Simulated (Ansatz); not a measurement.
Given:

AgW:
```cif
data_Ag4W4
_chemical_formula_sum 'Ag4 W4'
_space_group_name_H-M_alt 'Cmcm'
_space_group_IT_number 63
_space_group_name_Hall '-C 2c 2'
_cell_length_a 2.70347
_cell_length_b 11.03985
_cell_length_c 4.47863
_cell_angle_alpha 90.000
_cell_angle_beta 90.000
_cell_angle_gamma 90.000
loop_
_atom_site_label
_atom_site_type_symbol
_atom_site_symmetry_multiplicity
_atom_site_Wyckoff_symbol
_atom_site_fract_x
_atom_site_fract_y
_atom_site_fract_z
_atom_site_occupancy
Ag1 Ag 4 c 0.00000 0.31416 0.25000 1
W1 W 4 c 0.00000 0.05833 0.25000 1
```
(The calculation used a cell of 4 atoms; values per cell refer to that cell.)

This is the r²SCAN-relaxed structure.

Question: All from r²SCAN (plane waves, PAW; program Ansatz), unless another level is named. Estimate the density of states at the Fermi level.

Answer: 0.61 states/eV per atom (mean over ±0.08 eV).

Question: Give the formation energy from the elements (no fitted shifts).

Answer: 0.78 eV/atom.

The start of the workflow was typed in or built on a structure type; neither database checked (COD, Materials Project) lists it. Whether it is the stable phase at ambient conditions was not checked. The cell was relaxed with r²SCAN under the symmetry of its start; whether a distortion lowers the energy is not shown. No spin polarisation was allowed. Its formation energy is positive at this level, so the cell may be metastable or incomplete. The references are the lowest solids computed at this level, not always the standard phases. Spin–orbit coupling is left out wherever it is not named.

Potentials: the earlier of the program's two PAW sets.
